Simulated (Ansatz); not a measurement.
TiN, DFT, PBE, all-electron LAPW, scalar-relativistic (Ansatz 0.2.0), run on 1 thread of Intel(R) Xeon(R) Platinum 8375C CPU @ 2.90GHz (Ice Lake) on a shared host.

The cell is COD entry 1011099, as deposited and not checked against the literature; nothing was relaxed. It is an old determination, and later ones may differ. The listed cell was then made from it by scaling, straining or moving an atom.

Command: `ansatz run input.yaml --threads 1 --pin off --max-ram 3072MiB --backend cpu --events-out ev --progress --plain --runs-dir out`

```yaml
crystal:
  lattice:
    - [0.0, 2.0933208087, 2.0933208087]
    - [2.0933208087, 0.0, 2.0933208087]
    - [2.0933208087, 2.0933208087, 0.0]
  atoms:
    - { symbol: Ti, position: [0.0, 0.0, 0.0] }
    - { symbol: "N", position: [0.5, 0.5, 0.5] }
kpoints:
  mp_grid: { grid: [13, 13, 13] }
  band_path:
    path:
      - [0.0, 0.0, 0.0]
      - [0.5, 0.0, 0.5]
      - [0.625, 0.25, 0.625]
      - [0.375, 0.375, 0.75]
      - [0.0, 0.0, 0.0]
      - [0.5, 0.5, 0.5]
      - [0.5, 0.25, 0.75]
      - [0.5, 0.0, 0.5]
    npoints: 5
scf:
  occupations: { method: fermi_dirac, width: 0.05 }
hamiltonian:
  xc: pbe
  pseudopotentials: { kind: all_electron, lapw: { basis_error: 0.0005 } }
output:
  forces: true
  stress: true
  eigenvalues: true
```

Problem. How large is the problem that the program sets up?

Solution. 84 irreducible k-points, 331 plane waves at Γ, 18 bands.

Problem. About how long does it take, and how much memory does it use?

Solution. 16 s of wall time for 8 SCF iterations, with a peak of 0.41 GiB. Times on shared machines scatter by tens of per cent.
